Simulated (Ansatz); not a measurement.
Consider the following.

Ti3Al:
```yaml
crystal:
  lattice:
    - [0.00000, 3.19131, 3.19131]
    - [3.19131, 0.00000, 3.19131]
    - [3.19131, 3.19131, 0.00000]
  atoms:
    - { symbol: Ti, position: [0.75000, 0.75000, 0.75000] }
    - { symbol: Ti, position: [0.25000, 0.25000, 0.25000] }
    - { symbol: Ti, position: [0.00000, 0.00000, 0.00000] }
    - { symbol: Al, position: [0.50000, 0.50000, 0.50000] }
```
The run is spin-polarised; directions of the spins, atom by atom: 0 0 ↑ 0.

This is the PBEsol-relaxed structure.

Question: All from DFT-PBEsol in the program Ansatz with PAW potentials, unless another level is named. Predict the density of states at the Fermi level.

Answer: 1.3 states/eV per atom (mean over ±0.08 eV).

Question: Next, the formation energy from the elements (no fitted shifts)?

Answer: -0.15 eV/atom.

Space group Fm-3m. The workflow started from a Materials Project entry (that database holds measured and hypothetical structures alike); the Crystallography Open Database copy checked does not list it. With Ti and Al taken as one species the cell has the higher symmetry Im-3m, so it may be an ordered model of a mixed-site phase. It is not the phase usual at ambient conditions (space group No. 194). The PBEsol relaxation kept the symmetry of its start; whether a distortion lowers the energy is not shown. Spin order of the final state: ferromagnetic, chosen from 3 collinear starts compared on coarse meshes (ties went to the first, and starts can fall back to one state), not a proven ground state. The references are the lowest solids computed at this level, not always the standard phases.

Potentials: the later of the program's two PAW sets.
